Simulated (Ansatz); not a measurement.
Rb2ZnF4 in space group I4/mmm (No. 139; Rb on 4e, Zn on 2a, F on 4e, F on 4c) under volume change, r²SCAN (plane waves, PAW; program Ansatz), shape and atoms relaxed at each volume.

```
V (Å³/atom)  E − E(relaxed) (meV/atom)  P (GPa)
-----------  -------------------------  -------
15.174                             ___      ___
15.674                             ___      ___
16.174                             2.4     1.56
16.674                             0.0     0.01
17.175                             2.0    -1.22
17.675                             7.3    -2.13
18.175                            14.9    -2.72
```

**Question.** What belongs in the gaps?

**Answer.** 
- 15.174, E − E(relaxed) (meV/atom): 24.7
- 15.174, P (GPa): 5.89
- 15.674, E − E(relaxed) (meV/atom): 10.2
- 15.674, P (GPa): 3.51

**Question.** What does a third-order Birch–Murnaghan fit give for V₀, B₀ and B′?

**Answer.** V₀ = 16.68 Å³/atom, B₀ = 44.6 GPa, B′ = 7.4.

The workflow started from a Materials Project entry (that database holds measured and hypothetical structures alike); the Crystallography Open Database copy checked does not list it. Its standing as an ambient phase is unchecked. The cell was relaxed with r²SCAN under the symmetry of its start; whether a distortion lowers the energy is not shown. Scalar-relativistic: spin–orbit coupling is off unless named, which matters more the heavier the elements.

Potentials: the later of the program's two PAW sets.
